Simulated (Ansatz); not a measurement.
Ni:
```
Ni
1.0
    0.00000     1.73916     1.73916
    1.73916     0.00000     1.73916
    1.73916     1.73916     0.00000
Ni
1
Direct
  0.00000   0.00000   0.00000
```
Starting moments (μB, in the order of the atoms Ni): 0.7.

Relaxed with PBE+D3(BJ).

Which orbitals make up the states near the Fermi level in plane-wave PAW PBE+D3(BJ) (Ansatz code)?

Within 0.5 eV of the Fermi level: Ni 3d 94 %. Projections are on Löwdin-orthogonalised atomic valence shells; empty p or d shells of many metals are not among them.

Tabulate the density of states.

States/eV per cell of 1 atom, in 0.25 eV bins, energy from the Fermi level.

```tsv
E (eV)	total	Ni 3d	Ni 4s
-7.85	0.09	0.00	0.09
-7.60	0.10	0.00	0.09
-7.35	0.11	0.00	0.10
-7.10	0.12	0.01	0.11
-6.85	0.13	0.01	0.12
-6.60	0.15	0.01	0.13
-6.35	0.16	0.02	0.14
-6.10	0.18	0.03	0.15
-5.85	0.21	0.04	0.16
-5.60	0.25	0.06	0.18
-5.35	0.30	0.10	0.20
-5.10	0.44	0.21	0.22
-4.85	0.69	0.43	0.25
-4.60	0.92	0.66	0.25
-4.35	1.18	0.94	0.22
-4.10	1.40	1.21	0.16
-3.85	1.45	1.31	0.11
-3.60	1.58	1.47	0.06
-3.35	1.58	1.49	0.04
-3.10	1.86	1.75	0.04
-2.85	1.89	1.77	0.05
-2.60	2.23	2.08	0.07
-2.35	2.71	2.56	0.07
-2.10	2.33	2.17	0.07
-1.85	2.14	2.00	0.06
-1.60	2.67	2.55	0.06
-1.35	2.33	2.24	0.04
-1.10	2.21	2.14	0.04
-0.85	2.78	2.72	0.04
-0.60	3.01	2.95	0.04
-0.35	1.21	1.15	0.05
-0.10	1.40	1.32	0.06
0.15	1.92	1.83	0.07
0.40	0.73	0.63	0.08
0.65	0.35	0.22	0.09
0.90	0.33	0.19	0.09
1.15	0.31	0.16	0.10
1.40	0.30	0.14	0.10
1.65	0.29	0.12	0.10
1.90	0.28	0.11	0.10
2.15	0.27	0.09	0.10
2.40	0.27	0.08	0.10
2.65	0.26	0.07	0.09
2.90	0.25	0.06	0.08
3.15	0.24	0.06	0.08
3.40	0.23	0.05	0.07
3.65	0.22	0.04	0.07
3.90	0.21	0.04	0.06
4.15	0.20	0.03	0.05
4.40	0.18	0.03	0.05
4.65	0.17	0.02	0.04
```

Space group Fm-3m (fcc (Cu type)). Symmetry was held in the PBE+D3(BJ) relaxation. Spin order of the final state: ferromagnetic, chosen from 3 collinear starts compared on coarse meshes (ties went to the first, and starts can fall back to one state), not a proven ground state. Textbook magnetic order: ferromagnetic. The pairwise dispersion correction was not fitted to metals.

Potentials: the later of the program's two PAW sets.
